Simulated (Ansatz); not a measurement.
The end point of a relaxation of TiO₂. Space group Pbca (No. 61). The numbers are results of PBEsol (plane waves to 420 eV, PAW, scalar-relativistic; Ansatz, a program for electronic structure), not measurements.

```cif
data_O16Ti8
_chemical_formula_sum 'Ti8 O16'
_space_group_name_H-M_alt 'P 1'
_space_group_IT_number 1
_cell_length_a 5.11883
_cell_length_b 9.16792
_cell_length_c 5.43956
_cell_angle_alpha 90.000
_cell_angle_beta 90.000
_cell_angle_gamma 90.000
loop_
_space_group_symop_operation_xyz
  'x, y, z'
loop_
_atom_site_label
_atom_site_type_symbol
_atom_site_fract_x
_atom_site_fract_y
_atom_site_fract_z
_atom_site_occupancy
Ti1 Ti 0.13802 0.12891 0.90472 1
Ti2 Ti 0.63802 0.37109 0.09528 1
Ti3 Ti 0.36198 0.87109 0.40472 1
Ti4 Ti 0.86198 0.62891 0.59528 1
Ti5 Ti 0.86198 0.87109 0.09528 1
Ti6 Ti 0.36198 0.62891 0.90472 1
Ti7 Ti 0.63802 0.12891 0.59528 1
Ti8 Ti 0.13802 0.37109 0.40472 1
O1 O 0.81569 0.01033 0.85162 1
O2 O 0.31569 0.48967 0.14838 1
O3 O 0.68431 0.98967 0.35162 1
O4 O 0.18431 0.51033 0.64838 1
O5 O 0.18431 0.98967 0.14838 1
O6 O 0.68431 0.51033 0.85162 1
O7 O 0.31569 0.01033 0.64838 1
O8 O 0.81569 0.48967 0.35162 1
O9 O 0.46465 0.23002 0.89078 1
O10 O 0.96465 0.26998 0.10922 1
O11 O 0.03535 0.76998 0.39078 1
O12 O 0.53535 0.73002 0.60922 1
O13 O 0.53535 0.76998 0.10922 1
O14 O 0.03535 0.73002 0.89078 1
O15 O 0.96465 0.23002 0.60922 1
O16 O 0.46465 0.26998 0.39078 1
```

Problem. What is the computed band gap (PBEsol)?

Solution. 2.34 eV, direct at Γ (no spin-orbit coupling).

No spin polarisation in the result.

The run could not lose the symmetry of its start.

The first start was generated by placing the elements on the sites of a structure type. A measured structure of TiO2 has the same space group, Pbca (No. 61); the sites were not compared with it.
